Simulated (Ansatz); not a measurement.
Computed properties of Hf

```
Hf
1.0
    -1.80500    1.80500    1.80500
     1.80500   -1.80500    1.80500
     1.80500    1.80500   -1.80500
Hf
1
Cartesian
  0.0000 0.0000 0.0000
```

The conventional cell has a = 3.610 Å, b = 3.610 Å, c = 3.610 Å, α = 90.00°, β = 90.00°, γ = 90.00°. Around Hf (atom 1) lie 8 Hf at 3.13 Å.

The cell comes from COD entry 1522789, which wasn't checked; take it as a given geometry.

Spin–orbit coupling is left out, though it moves levels of the heavy atoms by tenths of an eV or more.

Level of theory: Ansatz 0.2.0, DFT, PBEsol, all-electron LAPW, scalar-relativistic.

Sampling and basis: a Γ-centred 16×16×16 k mesh, Fermi–Dirac smearing of 0.08 eV, basis error target 1 meV/atom, no spin polarisation.

```json
{"Density of states at the Fermi level (0.2 eV bin)": "1.92 states/eV per cell", "Volume per atom": "23.52 Å³"}
```

Band gap: what does the calculation give?

none: bands cross the Fermi level, a metal.

Give the computed value. Pressure at this cell.

-88.9 kbar.
